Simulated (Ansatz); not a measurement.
HfN (rock salt, Fm-3m) at seven volumes, the program Ansatz at the LDA level (PAW), scaled uniformly. One row is withheld.

```tsv
V (Å³/atom)	P (GPa)
10.146	34.77
10.480	21.32
10.815	9.82
11.149	0.02
11.484	-8.36
11.818	?
12.152	-21.62
```

Task: Fit the shown pressures and predict the withheld one.

Result: P = (3/2)B₀(x^(7/2) − x^(5/2))[1 + (3/4)(B′ − 4)(x − 1)] with x = (V₀/V)^(2/3). Least squares on the six rows gives V₀ = 11.150 Å³/atom, B₀ = 301 GPa, B′ = 4.24. At V = 11.818, x = 0.9620 and P = -15.48 GPa. The run itself gave -15.51 GPa.

The cell was relaxed with LDA under the symmetry of its start; of distortions, only those at the zone centre were tested. The run is not spin-polarised. Scalar-relativistic: spin–orbit coupling is off unless named, which matters more the heavier the elements.

Potentials: the later of the program's two PAW sets.
